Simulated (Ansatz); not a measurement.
**Kick test of a cell of Ti₂TlSn**

The cell was found from a structure generator's guess, not taken from experiment.

Theory: DFT PBE, scalar-relativistic, plane waves, PAW in Ansatz 0.2.0. Cutoff 420 eV; k points 12×12×8 on the computed 4-atom cell (Γ-centred); Gaussian smearing, width 0.10 eV; no spin polarisation.

The cell below (4 atoms, space group P-3m1 (No. 164)) is relaxed within its symmetry.

```yaml
crystal:
  lattice:
    - [4.14681, 0.00000, 0.00000]
    - [-2.07340, 3.59124, 0.00000]
    - [0.00000, 0.00000, 6.14177]
  atoms:
    - { symbol: Ti, position: [0.33333, 0.66667, 0.24115] }
    - { symbol: Ti, position: [0.66667, 0.33333, 0.75885] }
    - { symbol: Tl, position: [0.00000, 0.00000, 0.50000] }
    - { symbol: Sn, position: [0.00000, 0.00000, 0.00000] }
```

For the test a repeat of it with 8 atoms (edges 4.15, 6.14, 7.18 Å) was strained at random (σ = 1.5 % a component), the atoms were moved at random (σ = 0.10 Å), and all was relaxed again on a coarse 6×4×4 mesh (in the run’s order of axes) with 0.20 eV smearing, with no symmetry imposed.

Spin–orbit coupling, which can matter for Tl, is left out.

Problem. What happens?

Solution. It doesn't return. The energy falls by 266 meV/atom on that mesh, the volume changes by -12.8 %, and the end has space group P2/m (No. 10) at a loose tolerance. Relaxed again on a 16×12×8 mesh with 0.10 eV smearing, the new structure lies 269 meV/atom below the first (mesh in the axes of the run's cell; the cell below is made exact in the group named). Space group P2/m (No. 10), monoclinic, a = 3.089 Å, b = 4.183 Å, c = 6.183 Å, β = 93.3°. Ti has 4 Sn at 2.93–3.08 Å, 4 Tl at 3.03–3.06 Å and 4 Ti at 3.03–3.16 Å; around Tl lie 8 Ti at 3.03–3.06 Å, 2 Tl at 3.09 Å and 2 Sn at 3.09 Å; around Sn lie 8 Ti at 2.93–3.08 Å, 2 Sn at 3.09 Å and 2 Tl at 3.09 Å.

```xyz
4
Lattice="3.0886 0.0000 0.0000 0.0000 4.1831 0.0000 -0.3525 0.0000 6.1732" Properties=species:S:1:pos:R:3 pbc="T T T"
Ti    1.5139    2.0916    1.5781
Ti    1.2222    2.0916    4.5951
Tl    0.0000    0.0000    0.0000
Sn   -0.1763    0.0000    3.0866
```
